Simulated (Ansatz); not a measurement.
Ti3C2O2 in space group P-3m1 (No. 164; O on 2c, Ti on 2d, C on 2d, Ti on 1a), r²SCAN+D4 in the plane-wave PAW code Ansatz, all energies at zero smearing, with the estimated change up to a 700 eV cutoff added, with one set of potentials and settings (totals compare only within such a set). Cell of 7 atoms (2 O, 3 Ti, 2 C): -9162.178 eV.

```json
[
 {"element": "O", "reference phase": "C2/m, 4 atoms in the cell, spin-polarised", "E (eV/atom)": "-566.0549"},
 {"element": "Ti", "reference phase": "P6/mmm, 3 atoms in the cell", "E (eV/atom)": "-2504.4584"},
 {"element": "C", "reference phase": "P6_3/mmc, 4 atoms in the cell", "E (eV/atom)": "-251.7456"}
]
```

Formation energy per atom, worked out: (-9162.178 − 2×(-566.0549) − 3×(-2504.4584) − 2×(-251.7456))/7 = -1.886 eV/atom (-182 kJ per mol of atoms), at 0 K, without zero-point energy or fitted corrections.

The start of the workflow was typed in or built on a structure type; neither database checked (COD, Materials Project) lists it. Whether it is the stable phase at ambient conditions was not checked. Symmetry was held in the r²SCAN+D4 relaxation; its stability against distortions is not shown here. The workflow began spin-polarised and lost its moments. The references are the lowest solids computed at this level, not always the standard phases (solids in place of the gases).

Potentials: the later of the program's two PAW sets.
